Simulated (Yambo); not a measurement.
G0W0@LDA for CdTe (zinc blende, space group F-43m, No. 216) in Yambo. Reference settings: 4×4×4 Γ-centred k mesh, bands 5 to 165 and a 10 Ry block in the screening, 165 bands in G with the Bruneval-Gonze terminator, plasmon pole fitted at 27.2 eV. The LDA gap Γ → Γ on this mesh is 0.61 eV; G0W0 gaps are taken between the same points.

The settings were changed. The gap went from 1.89 eV to 1.86 eV, and the shift of the valence edge from -1.00 eV to -0.57 eV.

Question: What was changed between the two runs?
A. no terminator
B. wavefunctions cut at 25 Ry
C. 60 bands in G
D. 60 bands in G, no terminator

Answer: D, 60 bands in G, no terminator. The others gave (gap, valence shift): no terminator: 1.88, -0.91 eV; 60 bands in G: 1.90, -0.99 eV; wavefunctions cut at 25 Ry: 1.84, -0.91 eV.

The standard potential for Te keeps a d shell in the valence without the s and p states of that shell. In tests on such compounds this moved G0W0 gaps by up to about 0.9 eV, so absolute quasiparticle energies here are unreliable; differences between settings are what counts.

Spin-orbit coupling is not included.

Geometry relaxed with LDA; primitive cell a = 4.5316 Å, b = 4.5316 Å, c = 4.5316 Å, α = 60.00°, β = 60.00°, γ = 60.00°.

A shift is the quasiparticle energy of the state minus its LDA energy.
